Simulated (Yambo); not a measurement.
Yambo run on LaCN$_{2}$Cl (space group P2_1/m, No. 11). The wavefunctions come from this Quantum ESPRESSO step (PBEsol, PseudoDojo standard norm-conserving files, scalar-relativistic):

```
&CONTROL
  calculation = 'nscf'
  pseudo_dir = './pseudo'
  outdir = './out'
/
&SYSTEM
  ibrav = 0
  nat = 10
  ntyp = 4
  ecutwfc = 110.0
  ecutrho = 440.0
  occupations = 'fixed'
  force_symmorphic = .true.
  nbnd = 180
/
&ELECTRONS
  conv_thr = 1e-08
  diago_full_acc = .true.
  diago_thr_init = 1e-08
/
ATOMIC_SPECIES
C 12.0110 C.upf
N 14.0070 N.upf
Cl 35.4500 Cl.upf
La 138.9055 La.upf
CELL_PARAMETERS angstrom
  5.363570000000   0.000000000000   0.000000000000
  0.000000000000   4.038460000000   0.000000000000
 -1.369653000000   0.000000000000   7.505807000000
ATOMIC_POSITIONS crystal
C   0.346920000000   0.250000000000   0.358250000000
C   0.653080000000   0.750000000000   0.641750000000
N   0.431760000000   0.750000000000   0.660770000000
N   0.568240000000   0.250000000000   0.339230000000
N   0.877390000000   0.750000000000   0.618450000000
N   0.122610000000   0.250000000000   0.381550000000
Cl   0.745220000000   0.250000000000   0.958010000000
Cl   0.254780000000   0.750000000000   0.041990000000
La   0.177230000000   0.250000000000   0.735920000000
La   0.822770000000   0.750000000000   0.264080000000
K_POINTS automatic
2 4 2 0 0 0
```

Yambo input:

```
rim_cut
gw0
dyson
el_el_corr
HF_and_locXC
ppa
em1d
RandQpts= 1000000
RandGvec= 1 Ry
EXXRLvcs= 110 Ry
VXCRLvcs= 440 Ry
Chimod= "HARTREE"
% BndsRnXp
 1 | 179 |
%
NGsBlkXp= 6 Ry
% LongDrXp
 1.0 | 1.0 | 1.0 |
%
PPAPntXp= 27.2114 eV
% GbndRnge
 1 | 179 |
%
GTermKind= "BG"
DysSolver= "n"
ExtendOut
% QPkrange
 1 | 1 | 32 | 33 |
 2 | 2 | 32 | 33 |
 6 | 6 | 32 | 33 |
 7 | 7 | 32 | 33 |
 8 | 8 | 32 | 33 |
 11 | 11 | 32 | 33 |
 12 | 12 | 32 | 33 |
%
```

k points by index: 1 = Γ, 2 = (0, 0, -0.5), 6 = (0, -0.5, -0.5), 7 = (-0.5, 0, 0), 8 = (-0.5, 0, -0.5), 11 = (-0.5, -0.5, 0), 12 = (-0.5, -0.5, -0.5).

Table of the .qp output:

```
#    K-point    Band    Eo [eV]    E [eV]    E-Eo [eV]    Vxc [eV]    Vnlxc [eV]    Sc|Eo [eV]    Sc|E [eV]    dSc/dw|Eo [eV]    Re(Z)    Im(Z)
#
    1    32    -0.369525    -0.780852    -0.411328    -15.77538    -18.84826    2.557712    2.661550    -6.868141    0.798466    -0.001059
    1    33    3.214468    5.314364    2.099895    -13.11618    -4.993753    -5.504248    -6.022530    -6.715489    0.802057    -0.001514
    2    32    -0.418910    -0.867578    -0.448669    -15.75694    -18.95615    2.636222    2.750537    -6.931787    0.796977    -0.001152
    2    33    3.311173    5.699999    2.388826    -13.57945    -4.686405    -5.889530    -6.504218    -7.001287    0.795356    -0.001670
    6    32    -0.449248    -0.907990    -0.458742    -15.80578    -19.03189    2.651055    2.767373    -6.898285    0.797760    -0.001288
    6    33    3.448757    6.810237    3.361480    -15.52310    -4.086446    -7.089165    -8.075174    -7.980988    0.773213    -0.002014
    7    32    0.000000    -0.398266    -0.398266    -16.18938    -19.27437    2.585266    2.686728    -6.930926    0.796997    -0.001163
    7    33    3.424051    6.400776    2.976725    -14.74845    -4.406803    -6.541015    -7.364923    -7.530917    0.783231    -0.001854
    8    32    -0.013454    -0.348533    -0.335080    -16.53338    -19.48139    2.527536    2.612928    -6.932889    0.796951    -0.001186
    8    33    3.487467    6.185829    2.698363    -14.29332    -4.603788    -6.264539    -6.991165    -7.326876    0.787858    -0.001750
    11    32    -0.302946    -0.755604    -0.452659    -15.90089    -19.07718    2.608775    2.723628    -6.903124    0.797647    -0.001104
    11    33    3.501148    7.007427    3.506280    -15.67529    -3.688314    -7.425714    -8.480699    -8.186551    0.768722    -0.002189
    12    32    -0.348923    -0.775831    -0.426907    -15.92744    -19.08537    2.622185    2.731026    -6.936250    0.796873    -0.001121
    12    33    3.533889    7.076586    3.542697    -15.75701    -3.629018    -7.509458    -8.585294    -8.262531    0.767075    -0.002207
```
(The two width columns are left out.) Convergence of these settings isn't established.

Geometry of the Materials Project entry, not relaxed at this level.
